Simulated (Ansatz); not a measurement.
## Be: what symmetry allows forces and stress to be

```
Be
1.0
     2.39548    0.13797    0.00000
    -1.07826    1.86760    0.00000
     0.00000    0.00000    3.82916
Be
2
Direct
  0.40866 0.70433 0.25000
  0.59134 0.29567 0.75000
```

These are results of DFT PBEsol, scalar-relativistic, plane waves, PAW (Ansatz), not measurements.

Cutoff 420 eV; k points 18×18×10 on the computed 2-atom cell (Γ-centred); Gaussian smearing, width 0.10 eV; no spin polarisation.

This distorted cell has space group Cmcm, with 8 operations.

Without a calculation: in which directions can each atom feel a force?

A force must be left unchanged by every operation that keeps its atom in place, so it lies in the space that those operations leave fixed. Atoms that the group maps onto each other feel forces of one size.
| atom | site symmetry | operations at the site | equivalent to atom | allowed force (Cartesian) |
| --- | --- | --- | --- | --- |
| Be1 | m2m | 4 | 1 | along (0.87, 0.50, 0.00) |
| Be2 | m2m | 4 | 1 | along (0.87, 0.50, 0.00) |

That leaves 1 independent force component of 6. A relaxation in this cell that keeps the symmetry moves the atoms in these directions alone.

And the stress tensor?

It must be invariant under the point group, which leaves 3 independent components: yz, xz vanish. Further linear relations between components hold in this frame.

Do the computed values obey this?

Yes. Forces (eV/Å):
```
Be1 -0.399 -0.230  0.000
Be2  0.399  0.230  0.000
```

Stress (GPa, compression positive, xx yy zz yz xz xy): -10.79 7.03 -17.90 0.00 0.00 -15.43. The program imposes the same operations on density, forces and stress, so this confirms the analysis and is no independent test of the calculation.